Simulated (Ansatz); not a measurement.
Zn2SeS:
```yaml
crystal:
  lattice:
    - [1.95384, 1.12805, 6.38688]
    - [-1.95384, 1.12805, 6.38688]
    - [0.00000, -2.25610, 6.38688]
  atoms:
    - { symbol: Zn, position: [0.00377, 0.00377, 0.00377] }
    - { symbol: Zn, position: [0.49638, 0.49638, 0.49638] }
    - { symbol: Se, position: [0.62444, 0.62444, 0.62444] }
    - { symbol: S, position: [0.12538, 0.12538, 0.12538] }
```

x, y and z are the axes in which the lattice vectors are written.

Give the proper piezoelectric stress tensor with relaxed ions from r²SCAN (plane waves, PAW; program Ansatz).

In C/m², rows x, y, z, Voigt columns; mesh uncertainty up to 0.02.
```
 0.00   0.00   0.00   0.00  -0.03   0.04
 0.04  -0.04   0.00  -0.03   0.00   0.00
-0.02  -0.02   0.08   0.00   0.00   0.00
```

The elastic tensor of the same run (GPa):

```json
[
 {"": "1", "1": "123", "2": "49.0", "3": "41.1", "4": "-11.9", "5": "0.0", "6": "0.0"},
 {"": "2", "1": "49.0", "2": "123", "3": "41.1", "4": "11.9", "5": "0.0", "6": "0.0"},
 {"": "3", "1": "41.1", "2": "41.1", "3": "133", "4": "0.0", "5": "0.0", "6": "0.0"},
 {"": "4", "1": "-11.9", "2": "11.9", "3": "0.0", "4": "28.3", "5": "0.0", "6": "0.0"},
 {"": "5", "1": "0.0", "2": "0.0", "3": "0.0", "4": "0.0", "5": "28.3", "6": "-11.9"},
 {"": "6", "1": "0.0", "2": "0.0", "3": "0.0", "4": "0.0", "5": "-11.9", "6": "37.0"}
]
```

Convert to strain constants d = e·S.

In pC/N:
```
 0.0   0.0   0.0   0.0  -0.7   0.8
 0.4  -0.4   0.0  -0.7   0.0   0.0
-0.3  -0.3   0.8   0.0   0.0   0.0
```

Space group R3m. The workflow started from a Materials Project entry (that database holds measured and hypothetical structures alike); the Crystallography Open Database copy checked does not list it. Its standing as an ambient phase is unchecked. Symmetry was held in the r²SCAN relaxation; whether a distortion lowers the energy is not shown. Signs of piezoelectric constants follow the polarity of the cell as given.

Potentials: the later of the program's two PAW sets.
